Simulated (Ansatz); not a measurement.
Relaxation of a generated cell, GaIr built in the AFLOW prototype AB_oC8_65_j_g (as in VIr); 4 atoms in the cell, which starts as Cmmm (No. 65), oS8; a = 5.941 Å, b = 6.722 Å, c = 2.782 Å, α = β = γ = 90.00°. All values below come from PBEsol (plane waves to 420 eV, PAW, scalar-relativistic; Ansatz, a program for electronic structure). Γ-centred k-mesh 7×7×12 on the run's cell (coarser than for final values), Fermi–Dirac smearing 0.05 eV. This is the first round of the run. 

The optimiser's lines from the output (shortened; P is positive under compression):

```
relax step   1: F+E_penalty+E_count = -31085.75858806 eV  Δ(F+E_penalty+E_count) = +0.000e0 eV  max|allowed force component| = 5.595e-1 eV/Å  Δτ_max = 0.0000 Å  P = -0.714 GPa  Ω = 55.554 Å³  (6 SCF iters, dr2 threshold 1.00e-7 eV, accepted)
relax step   2: F+E_penalty+E_count = -31085.96615538 eV  Δ(F+E_penalty+E_count) = -2.076e-1 eV  max|allowed force component| = 3.281e-1 eV/Å  Δτ_max = 0.0837 Å  P = +0.422 GPa  Ω = 55.132 Å³  (7 SCF iters, dr2 threshold 4.00e-7 eV, accepted)
relax step   3: F+E_penalty+E_count = -31085.99562064 eV  Δ(F+E_penalty+E_count) = -2.947e-2 eV  max|allowed force component| = 2.644e-1 eV/Å  Δτ_max = 0.0224 Å  P = +0.896 GPa  Ω = 55.020 Å³  (6 SCF iters, dr2 threshold 4.00e-7 eV, accepted)
relax step   4: F+E_penalty+E_count = -31086.05434246 eV  Δ(F+E_penalty+E_count) = -5.872e-2 eV  max|allowed force component| = 2.157e-2 eV/Å  Δτ_max = 0.0934 Å  P = -0.956 GPa  Ω = 55.378 Å³  (7 SCF iters, dr2 threshold 4.00e-7 eV, accepted)
relax step   5: F+E_penalty+E_count = -31086.06695033 eV  Δ(F+E_penalty+E_count) = -1.261e-2 eV  max|allowed force component| = 9.895e-3 eV/Å  Δτ_max = 0.0020 Å  P = +0.186 GPa  Ω = 55.056 Å³  (7 SCF iters, dr2 threshold 4.00e-7 eV, accepted)
relax step   6: F+E_penalty+E_count = -31086.06982151 eV  Δ(F+E_penalty+E_count) = -2.871e-3 eV  max|allowed force component| = 1.068e-3 eV/Å  Δτ_max = 0.0018 Å  P = -0.141 GPa  Ω = 55.088 Å³  (6 SCF iters, dr2 threshold 4.00e-7 eV, accepted)
relax step   7: F+E_penalty+E_count = -31086.07137728 eV  Δ(F+E_penalty+E_count) = -1.556e-3 eV  max|allowed force component| = 3.373e-3 eV/Å  Δτ_max = 0.0006 Å  P = +0.120 GPa  Ω = 55.015 Å³  (6 SCF iters, dr2 threshold 2.98e-7 eV, accepted)
relax step   8: F+E_penalty+E_count = -31086.06928031 eV  Δ(F+E_penalty+E_count) = +2.097e-3 eV  max|allowed force component| = 2.862e-3 eV/Å  Δτ_max = 0.0001 Å  P = +0.337 GPa  Ω = 54.965 Å³  (6 SCF iters, dr2 threshold 3.79e-7 eV, rejected (line search))
relax step   9: F+E_penalty+E_count = -31086.07213853 eV  Δ(F+E_penalty+E_count) = -7.613e-4 eV  max|allowed force component| = 8.647e-5 eV/Å  Δτ_max = 0.0005 Å  P = -0.006 GPa  Ω = 55.039 Å³  (10 SCF iters, accepted)
relax step  10: F+E_penalty+E_count = -31086.07222565 eV  Δ(F+E_penalty+E_count) = -8.712e-5 eV  max|allowed force component| = 2.877e-4 eV/Å  Δτ_max = 0.0000 Å  P = -0.001 GPa  Ω = 55.037 Å³  (6 SCF iters, dr2 threshold 9.10e-8 eV, accepted)
relax step  11: F+E_penalty+E_count = -31086.07223896 eV  Δ(F+E_penalty+E_count) = -1.331e-5 eV  max|allowed force component| = 3.200e-4 eV/Å  Δτ_max = 0.0000 Å  P = +0.000 GPa  Ω = 55.037 Å³  (6 SCF iters, dr2 threshold 1.42e-8 eV, accepted)
relax step  12: F+E_penalty+E_count = -31086.07310907 eV  Δ(F+E_penalty+E_count) = -8.701e-4 eV  max|allowed force component| = 3.188e-4 eV/Å  Δτ_max = 0.0000 Å  P = +0.071 GPa  Ω = 55.037 Å³  stress off target by 2.09e-1 GPa  SCF on the basis re-selected at this cell (its energy is not comparable with the rows above)  (7 SCF iters)
relax step  13: F+E_penalty+E_count = -31086.07315116 eV  Δ(F+E_penalty+E_count) = -4.209e-5 eV  max|allowed force component| = 2.544e-4 eV/Å  Δτ_max = 0.0000 Å  P = -0.004 GPa  Ω = 55.054 Å³  (6 SCF iters, dr2 threshold 1.09e-7 eV, accepted)
relax step  14: F+E_penalty+E_count = -31086.07316279 eV  Δ(F+E_penalty+E_count) = -1.164e-5 eV  max|allowed force component| = 2.544e-4 eV/Å  Δτ_max = 0.0000 Å  P = -0.004 GPa  Ω = 55.054 Å³  stress off target by 1.10e-2 GPa  SCF on the basis re-selected at this cell (its energy is not comparable with the rows above)  (8 SCF iters)
```

From the first to the last row the energy changes by -0.08 eV/atom and the volume by -0.9 %. The last row is marked as not comparable with the walk above it, whose basis was carried along; it does compare with step 1, since both stand on a basis selected at the nominal cutoff for their own cell.

Step 8 was rejected by the optimiser.

Later rounds, restarted from the end of this one on a renewed k-mesh, logged 4 more steps and released under 0.01 eV/atom more. The final structure after all rounds: Pm-3m (No. 221), cP2, CsCl type; a = 3.0198 Å, b = 3.0198 Å, c = 3.0198 Å, α = 90.00°, β = 90.00°, γ = 90.00°. Between re-selections the logged energies stand on a plane-wave basis carried along with the cell. No spin polarisation in the result.

The run could not lose the symmetry of its start.
